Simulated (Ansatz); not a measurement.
CsSnI$_{3}$ in space group P4/mbm (No. 127; Cs on 2d, Sn on 2b, I on 4h, I on 2a) under volume change, r²SCAN (plane waves, PAW; program Ansatz), shape and atoms relaxed at each volume.

```
V (Å³/atom)  E − E(relaxed) (meV/atom)  P (GPa)
-----------  -------------------------  -------
43.194                            24.2     1.99
44.618                            10.1     1.20
46.042                             2.5     0.59
47.466                             0.0     0.00
48.890                             2.3    -0.50
50.314                             8.0    -0.86
51.738                            17.1    -1.18
```

What does a third-order Birch–Murnaghan fit give for V₀, B₀ and B′?

V₀ = 47.47 Å³/atom, B₀ = 16.9 GPa, B′ = 4.7.

The workflow started from a Materials Project entry (that database holds measured and hypothetical structures alike); the Crystallography Open Database files this formula in space group No. 127, but the cells were not matched. It is not the phase usual at ambient conditions (space group No. 62). Symmetry was held in the r²SCAN relaxation; its stability against distortions is not shown here. Scalar-relativistic: spin–orbit coupling is off unless named, which matters more the heavier the elements.

Potentials: the later of the program's two PAW sets.
